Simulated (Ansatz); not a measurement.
The relaxed structure here is a generated cell of CdSe: the first start was made by placing the elements on the sites of a structure type, and the end was not matched to a known phase here, so it may be hypothetical. Known forms of CdSe include space group No. 186, 216.

The end point of a relaxation of CdSe. Method: r2SCAN (plane waves to 500 eV, PAW, scalar-relativistic; Ansatz, a program for electronic structure).

```xyz
4
Lattice="4.6003 0.0000 0.0000 -2.3001 3.9840 0.0000 0.0000 0.0000 6.0056" Properties=species:S:1:pos:R:3 pbc="T T T"
Cd     0.0000     2.6560     1.5014
Cd     2.3001     1.3280     4.5042
Se     0.0000     2.6560     4.5042
Se     2.3001     1.3280     1.5014
```

### Question
Determine the symmetry and give the standard cell with its independent sites.

### Answer
Space group P6₃/mmc (No. 194); a = 4.6003 Å, b = 4.6003 Å, c = 6.0056 Å, α = 90.00°, β = 90.00°, γ = 120.00°

| atom | site | symmetry | x | y | z |
|---|---|---|---|---|---|
| Cd | 2c | -6m2 | 0.3333 | 0.6667 | 0.2500 |
| Se | 2d | -6m2 | 0.6667 | 0.3333 | 0.2500 |

### Question
Give the shortest distances between elements (the closest pairs, up to four, under 3.6 Å).

### Answer
Cd–Se 2.66 Å.

```json
{
  "volume_per_atom": "27.52 Å³",
  "band_gap": "0.73 eV, indirect (valence top at H, conduction bottom at Γ) (no spin-orbit coupling)",
  "smallest_direct_gap": "0.93 eV at Γ"
}
```

No spin polarisation in the result.

The run could not lower the symmetry of its start; a shaken copy of this end point relaxes with r2SCAN to P6₃mc (No. 186), 0.096 eV/atom lower.
